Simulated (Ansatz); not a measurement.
# CoSi$_{2}$: do energies and stresses tell the same story?

Level of theory: Ansatz 0.2.0, DFT r2SCAN, scalar-relativistic, plane waves, PAW.

Plane waves to 500 eV, a k mesh through Γ of 14×14×14 on the computed 3-atom cell and Gaussian smearing (0.10 eV); no spin polarisation.

Relaxed cell: Fm-3m, a = 5.315 Å, b = 5.315 Å, c = 5.315 Å, α = 90.00°, β = 90.00°, γ = 90.00°, 3 atoms in the primitive cell.

Energies at zero smearing and pressures from the stress tensor, at volumes with shape and atoms relaxed:
| V (Å³/atom) | E − E(first) (meV/atom) | P (GPa) |
| --- | --- | --- |
| 11.762 | 0.00 | 13.97 |
| 12.137 | -23.63 | 6.41 |
| 12.513 | -30.91 | 0.00 |
| 12.888 | -24.33 | -5.44 |
| 13.263 | -6.02 | -10.05 |

Q: Check P = −dE/dV between neighbouring volumes, and get the bulk modulus from the pressures alone.

A: With 1 eV/Å³ = 160.2 GPa:
| middle V (Å³/atom) | −ΔE/ΔV (GPa) | mean P (GPa) |
| --- | --- | --- |
| 11.949 | 10.084 | 10.191 |
| 12.325 | 3.109 | 3.204 |
| 12.700 | -2.806 | -2.724 |
| 13.076 | -7.819 | -7.747 |

The two differ by 0.11 GPa at most. The mean of two end pressures misses the average over a step by about ΔV² P″/12, up to 0.10 GPa here; with that taken off 0.01 GPa remains. Around V = 12.513 Å³/atom, the two neighbours give B = −V ΔP/ΔV = 12.513 × 11.86 / 0.751 = 197.6 GPa, against B0 = 196.7 GPa from the Birch–Murnaghan fit of the energies.

A ferromagnetic start lost its moments in a first run, so spin was left out; other magnetic orders weren't tried.

Cost: 6 runs of about 2.2 core-minutes in all, on Arm Neoverse V2 (shared hosts).